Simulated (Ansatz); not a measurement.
# Calculated quadrupolar parameters for MgTiMn₃O₈

The cell is a computed structure from the Materials Project (it need not be an observed phase), atoms as given.

```
CELL_PARAMETERS angstrom
5.14152 -2.96305 0.00000
5.14152 2.96305 0.00000
-3.48158 0.00000 5.23171
ATOMIC_POSITIONS crystal
Mg 0.00000 0.00000 0.00000
Ti 0.50000 0.50000 0.00000
Mn 0.50000 0.00000 0.00000
Mn 0.00000 0.50000 0.00000
Mn 0.50000 0.50000 0.50000
O 0.71142 0.24057 0.19708
O 0.26604 0.26604 0.80900
O 0.24057 0.71142 0.19708
O 0.24562 0.24562 0.19680
O 0.75438 0.75438 0.80320
O 0.75943 0.28858 0.80292
O 0.28858 0.75943 0.80292
O 0.73396 0.73396 0.19100
```

Atoms are numbered from 1 in the order listed; like atoms form one site, named after its first atom.

Method: Kohn–Sham DFT in Ansatz, PBE+U (U = 3.9 eV on Mn d), plane waves and PAW, scalar-relativistic, collinear spin, 420 eV cutoff, Γ-centred 4×4×4 k-points, Fermi–Dirac smearing 0.02 eV. Start moments as typed (μB): 0 2 3 -3 3 0 0 0 0 0 0 0 0 by atom.

V_zz is the principal component of the electric field gradient with the largest magnitude, η = (V_xx − V_yy)/V_zz and C_Q = eQV_zz/h. Directions are in the Cartesian axes of the cell vectors above, for the atom listed; none is given where the gradient is under 0.02 or η is above 0.95.

```json
{"site": "Mg", "first atom": "1", "first shell": "6 O at 2.10–2.11 Å", "V_zz (10²¹ V/m²)": "0.77", "η": "0.22", "direction of V_zz (x, y, z)": "0.19 0.00 0.98"}
{"site": "Ti", "first atom": "2", "first shell": "6 O at 1.97–2.01 Å", "V_zz (10²¹ V/m²)": "5.45", "η": "0.50", "direction of V_zz (x, y, z)": "0.36 0.00 0.93"}
{"site": "Mn3", "first atom": "3", "first shell": "6 O at 1.94–1.97 Å", "V_zz (10²¹ V/m²)": "2.35", "η": "0.54", "direction of V_zz (x, y, z)": "-0.49 -0.30 0.82"}
{"site": "Mn5", "first atom": "5", "first shell": "6 O at 2.22–2.26 Å", "V_zz (10²¹ V/m²)": "-4.35", "η": "0.03", "direction of V_zz (x, y, z)": "0.10 0.00 0.99"}
{"site": "O6", "first atom": "6", "first shell": "2 Mn at 1.94–2.26 Å, 1 Ti at 1.97 Å, 1 Mg at 2.10 Å", "V_zz (10²¹ V/m²)": "5.91", "η": "0.54", "direction of V_zz (x, y, z)": "0.83 0.13 0.54"}
{"site": "O7", "first atom": "7", "first shell": "2 Mn at 1.97 Å, 1 Ti at 2.01 Å", "V_zz (10²¹ V/m²)": "-7.09", "η": "0.40", "direction of V_zz (x, y, z)": "0.68 0.00 0.73"}
{"site": "O9", "first atom": "9", "first shell": "3 Mn at 1.95–2.22 Å, 1 Mg at 2.11 Å", "V_zz (10²¹ V/m²)": "-5.34", "η": "0.65", "direction of V_zz (x, y, z)": "0.87 0.00 0.49"}
```

At O9 V_zz points along its one bond to Mg (within 1°).

Runs of this kind can end above the lowest electronic state. With a gap of 0.9 eV on this mesh, small gradients can still move by 0.1 × 10²¹ V/m² or more as the k-mesh gets denser. The magnetic order is the one that the run reached from its start moments, not necessarily the measured one.

The run took 6.5 min of wall time (6.5 min of CPU time) and 1.2 GiB at its peak, on 1 thread of Arm Neoverse V1 (aarch64; 28 cores open to the job, memory cap 3.0 GiB, no GPU), a shared host with a load of 0.7 a core.
